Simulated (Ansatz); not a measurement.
Input and output for TiC (rocksalt type): DFT, LDA, all-electron LAPW, scalar-relativistic (Ansatz 0.2.0). This run: volume at 0.64 of the series' base cell.

The cell comes from a relaxation on PAW files under the same functional, begun from a prototype that needn't be the stable phase.

Command: `ansatz run input.yaml --threads 1 --pin off --max-ram 2048MiB --backend cpu --events-out ev --progress --plain --runs-dir out` It took 15 s on 1 thread of Intel(R) Xeon(R) Platinum 8488C (Sapphire Rapids), on a shared host, peak memory 0.49 GiB.

```yaml
crystal:
  lattice:
    - [0.0, 1.8359656644, 1.8359656644]
    - [1.8359656644, 0.0, 1.8359656644]
    - [1.8359656644, 1.8359656644, 0.0]
  atoms:
    - { symbol: Ti, position: [0.0, 0.0, 0.0] }
    - { symbol: C, position: [0.5, 0.5, 0.5] }
kpoints:
  mp_grid: { grid: [17, 17, 17] }
scf:
  occupations: { method: fermi_dirac, width: 0.08 }
hamiltonian:
  xc: lda
  pseudopotentials: { kind: all_electron, lapw: { basis_error: 0.001 } }
output:
  forces: true
  stress: true
  eigenvalues: true
  populations: true
```

Output:

```
Ti: projections on atomic orbitals take those of the free atom 1s2 2s2 2p6 3s2 3p6 3d2 4s2, of charge +0.00 (hamiltonian.pseudopotentials.projection_atoms)
C: projections on atomic orbitals take those of the free atom 1s2 2s2 2p2, of charge +0.00 (hamiltonian.pseudopotentials.projection_atoms)
LAPW: plane waves up to 10.613 Å⁻¹, error target 1.0e-3 eV per atom; small_component_spin mean_spin; C in spheres of 0.794 Å, 6 of its electrons in bands, Dirac shells []; Ti in spheres of 1.042 Å, 20 of its electrons in bands, Dirac shells [] (how accurate: hamiltonian.pseudopotentials.lapw.basis_error, Limitations)
Engine: ansatz 0.2.0
Pseudopotentials: kind: all_electron
Pseudopotential: Ti, LAPW, valence charge 20, lapw/all_electron/scalar/gaussian/Ti, Koelling and Harmon's equation, gaussian nucleus
Pseudopotential: C, LAPW, valence charge 6, lapw/all_electron/scalar/gaussian/C, Koelling and Harmon's equation, gaussian nucleus
Functional definition: SPW92
  exchange = slater_x
  correlation = pw_c
Crystal: 2 atoms, lattice volume = 12.377 Å³
Basis set: ecut = 429.1416864183854 eV, 259 PW (Γ), exchange–correlation at level 2
Bands: 17, of which v1, the nominal top of the filled ones, is band 13 counted from 1 (12 counted from 0)
Symmetry: 48 space group operations
Space group: Fm-3m (ITA 225), of the structure as read, at distance tolerance 2.3e-5 Å
k-points: 165 of 4913
Non-local potential: Ti, projectors of the file, none
Non-local potential: C, projectors of the file, none
Initial density: superposition of atomic densities (chi_scale 0.1, normalization cell, long waves kept (reshape's long-wave potential 0.00 eV rms))
Initial wavefunctions: plane waves of lowest kinetic energy (no species holds an atomic orbital)
Functional: x = slater, c = lda
iter 1 solved again at ethr=2.12e-2 eV; its pass at ethr=1.00e-1 eV (dr2=5.51e0 eV) is discarded
SCF iter   1: F=—  HF=-24212.508325 eV  |F-HF|=—  |Δ(HF+E_count)|=         —  Δρ=2.24e-1  dr2=5.51e0  ethr=2.12e-2  ⟨swp⟩=2.0  Hψ=19032  notcnv=0
preconditioner: auto → none  [metal: Δε(μ)=0.062 eV  Ē_g=22.854 eV  σ=0.080 eV  W_gap=0.19  n_scr=8 (ndim 8)  ℏωp=39.5 eV  f_vac=0.000  D(μ)=0.16/eV (n_scr^D=0)  sad-step TF]
iter 2 solved again at ethr=4.02e-4 eV; its pass at ethr=2.12e-2 eV (dr2=1.04e-1 eV) is discarded
SCF iter   2: F=—  HF=-24210.460683 eV  |F-HF|=—  |Δ(HF+E_count)|=    2.05e0  Δρ=3.56e-2  dr2=1.05e-1  ethr=4.02e-4  ⟨swp⟩=2.0  Hψ=14359  notcnv=0
SCF iter   3: F=—  HF=-24210.379924 eV  |F-HF|=—  |Δ(HF+E_count)|=         —  Δρ=1.66e-2  dr2=2.18e-2  ethr=4.02e-4  ⟨swp⟩=2.0  Hψ=8580  notcnv=0
the basis was enlarged: its passes take 81.8 KiB over the memory plan, 1 of 1 planned eigensolver slots
SCF iter   4: F=—  HF=-24210.372789 eV  |F-HF|=—  |Δ(HF+E_count)|=   7.13e-3  Δρ=3.58e-3  dr2=7.89e-4  ethr=8.37e-5  ⟨swp⟩=2.0  Hψ=7981  notcnv=0
SCF iter   5: F=—  HF=-24210.371785 eV  |F-HF|=—  |Δ(HF+E_count)|=   1.00e-3  Δρ=4.52e-4  dr2=1.11e-5  ethr=3.03e-6  ⟨swp⟩=3.0  Hψ=8464  notcnv=0
SCF iter   6: F=—  HF=-24210.371779 eV  |F-HF|=—  |Δ(HF+E_count)|=   5.86e-6  Δρ=8.27e-5  dr2=6.17e-7  ethr=4.28e-8  ⟨swp⟩=2.1  Hψ=7965  notcnv=0
SCF iter   7: F=-24210.371778 eV  HF=-24210.371778 eV  |F-HF|=3.58e-8  |Δ(HF+E_count)|=   5.10e-7  Δρ=1.13e-5  dr2=8.39e-9  ethr=2.37e-9  ⟨swp⟩=3.0  Hψ=8451  notcnv=0
SCF 1 converged in 7 iterations: F = -24210.371778 eV  dr2 = 8.39e-9
SCF converged after 7 iterations
Free energy (F): -24210.371778 eV
Harris-Foulkes:  -24210.371778 eV  (|F-HF|=3.58e-8)
Internal energy: -24210.367263 eV  (E = F + TS)
E sigma→0 (E₀):  -24210.369521 eV
Entropy (-TS):   -0.004515 eV (-2.258 meV/atom)
Fermi energy:    25.671045 eV
--- Per-component energies (eV) ---
  E_band       = -3857.445287
  E_kinetic    = 24484.091205
  E_xc         = -1252.521628
  E_electrostatic = -47441.936840  (all electrons and nuclei)
  E_smearing   = -0.004515  (= −TS)
  E_closure    = 0.000000  (closes the sum)
  E_atoms      = -24195.367548  (free atoms, spherical and without spin; not in F)
  Σ components = -24210.371778   (vs F -24210.371778, Δ=0.00e0)
  Basis errors (estimates in eV, not in F): energy 3.6e-4 per atom: plane waves 3.2e-4 (1.8e-4 summed), levels above the bands 3.7e-20, relativity 1.4e-8, radial functions 3.4e-5, core shells 2.4e-14; eigenvalues (radial functions only) 4.0e-6; not estimated: angular momenta, meshes, grids; target (lapw.basis_error) 1.0e-3; muffin-tin radii C 0.794 Å, Ti 1.042 Å
--- Forces (eV/Å), atoms counted from 1 ---
  atom   1  Ti    -0.00000000    -0.00000000     0.00000000
  atom   2  C      0.00000000    -0.00000000    -0.00000000
  max |Σ_I F_I| component: 1.41e-30 eV/Å
--- Stress (GPa, compression-positive) ---
      299.356935       0.000000       0.000000
        0.000000     299.356935       0.000000
        0.000000       0.000000     299.356935
  P = ⅓ Tr σ = 299.3569 GPa (2993.569 kbar)
--- Band table (eV; the first three rows and the last of 165) ---
  k-point 0: bands = ["-500.4387", "-408.8462", "-408.8462", "-408.8462", "-235.3963", "-29.4046", "-4.8916", "-4.8916", "-4.8916", "11.8316", "26.0721", "26.0721", "26.0721", "27.9713", "27.9713", "27.9713", "28.3686"]
  k-point 1: bands = ["-500.4387", "-408.8462", "-408.8462", "-408.8462", "-235.3963", "-29.3851", "-4.9951", "-4.8985", "-4.8985", "11.9880", "25.5291", "25.9156", "25.9156", "26.9369", "26.9369", "28.3442", "29.7875"]
  k-point 2: bands = ["-500.4387", "-408.8462", "-408.8462", "-408.8462", "-235.3963", "-29.3288", "-5.2850", "-4.9182", "-4.9182", "12.4341", "24.4644", "24.9256", "24.9256", "26.8834", "26.8834", "28.9536", "31.4999"]
  k-point 164: bands = ["-500.4387", "-408.8462", "-408.8462", "-408.8462", "-235.3963", "-28.5892", "-6.6327", "-6.4675", "-5.8196", "14.9305", "21.3514", "21.9335", "22.1734", "30.0106", "30.5894", "32.1161", "35.2645"]
--- Löwdin populations: 2 sites ---
  site symbol       q [e]
     0     Ti     21.5415
     1      C      6.4240
  spilling = 0.001233 (of n_electrons = 28.000000)
```

populations.tsv:

```
# site	symbol	l	j	q
# orbitals = lowdin
# n_electrons = 28.000000
# spilling = 0.001233
# projection_atom_Ti: 1s2 2s2 2p6 3s2 3p6 3d2 4s2
# projection_atom_C: 1s2 2s2 2p2
0	Ti	0_1S	-	1.999908
0	Ti	0_2S	-	1.994696
0	Ti	0_3S	-	1.874615
0	Ti	0_4S	-	0.397138
0	Ti	1_2P	-	5.999886
0	Ti	1_3P	-	5.946387
0	Ti	2_3D	-	3.328899
1	C	0_1S	-	1.988939
1	C	0_2S	-	1.202949
1	C	1_2P	-	3.232066
```

Next run (volume at 0.55 of the series' base cell), as changes to the input before:

```diff
   lattice:
-    - [0.0, 1.8359656644, 1.8359656644]
-    - [1.8359656644, 0.0, 1.8359656644]
-    - [1.8359656644, 1.8359656644, 0.0]
+    - [0.0, 1.7455225353, 1.7455225353]
+    - [1.7455225353, 0.0, 1.7455225353]
+    - [1.7455225353, 1.7455225353, 0.0]
   atoms:
   mp_grid: { grid: [17, 17, 17] }
+  band_path:
+    path:
+      - [0.0, 0.0, 0.0]
+      - [0.5, 0.0, 0.5]
+      - [0.625, 0.25, 0.625]
+      - [0.375, 0.375, 0.75]
+      - [0.0, 0.0, 0.0]
+      - [0.5, 0.5, 0.5]
+      - [0.5, 0.25, 0.75]
+      - [0.5, 0.0, 0.5]
+    npoints: 8
 scf:
   populations: true
+  dos: { projected: true, de: 0.2, e_range: [-14, 8] }
```

Results part of the output:

```
SCF 1 converged in 7 iterations: F = -24205.983205 eV  dr2 = 1.11e-8
NSCF: frozen V_eff on 57 k-points
SCF converged after 7 iterations
Free energy (F): -24205.983205 eV
Harris-Foulkes:  -24205.983205 eV  (|F-HF|=2.47e-8)
Internal energy: -24205.978947 eV  (E = F + TS)
E sigma→0 (E₀):  -24205.981076 eV
Entropy (-TS):   -0.004259 eV (-2.129 meV/atom)
Fermi energy:    29.985353 eV
--- Per-component energies (eV) ---
  E_band       = -3738.228355
  E_kinetic    = 24515.642602
  E_xc         = -1258.788556
  E_electrostatic = -47462.832993  (all electrons and nuclei)
  E_smearing   = -0.004259  (= −TS)
  E_closure    = 0.000000  (closes the sum)
  E_atoms      = -24195.367548  (free atoms, spherical and without spin; not in F)
  Σ components = -24205.983205   (vs F -24205.983205, Δ=0.00e0)
  Basis errors (estimates in eV, not in F): energy 3.8e-4 per atom: plane waves 3.4e-4 (1.9e-4 summed), levels above the bands 2.1e-21, relativity 1.8e-8, radial functions 3.7e-5, core shells 2.4e-14; eigenvalues (radial functions only) 4.0e-6; not estimated: angular momenta, meshes, grids; target (lapw.basis_error) 1.0e-3; muffin-tin radii C 0.754 Å, Ti 0.992 Å
--- Forces (eV/Å), atoms counted from 1 ---
  atom   1  Ti     0.00000000    -0.00000000     0.00000000
  atom   2  C     -0.00000000    -0.00000000     0.00000000
  max |Σ_I F_I| component: 8.94e-30 eV/Å
--- Stress (GPa, compression-positive) ---
      529.960476       0.000000       0.000000
        0.000000     529.960476      -0.000000
        0.000000      -0.000000     529.960476
  P = ⅓ Tr σ = 529.9605 GPa (5299.605 kbar)
--- Band table (eV; the first three rows and the last of 165) ---
  k-point 0: bands = ["-494.9747", "-403.3712", "-403.3712", "-403.3712", "-231.1980", "-25.3213", "-0.0661", "-0.0661", "-0.0661", "16.2718", "30.0948", "30.0948", "30.0948", "32.4769", "32.4769", "32.4769", "32.9134"]
  k-point 1: bands = ["-494.9747", "-403.3712", "-403.3712", "-403.3712", "-231.1980", "-25.2890", "-0.2282", "-0.0761", "-0.0761", "16.4663", "29.5336", "29.9644", "29.9644", "31.2160", "31.2160", "32.8751", "34.5793"]
  k-point 2: bands = ["-494.9747", "-403.3712", "-403.3712", "-403.3712", "-231.1980", "-25.1952", "-0.6780", "-0.1044", "-0.1044", "17.0082", "28.4235", "28.9088", "28.9088", "31.0775", "31.0775", "33.5605", "36.5800"]
  k-point 164: bands = ["-494.9747", "-403.3712", "-403.3712", "-403.3712", "-231.1980", "-23.9062", "-2.7652", "-2.5155", "-1.5183", "18.8583", "25.1304", "26.2526", "26.6128", "35.0063", "35.6813", "37.5225", "41.3653"]
--- Löwdin populations: 2 sites ---
  site symbol       q [e]
     0     Ti     21.6975
     1      C      6.2644
  spilling = 0.001361 (of n_electrons = 28.000000)
```
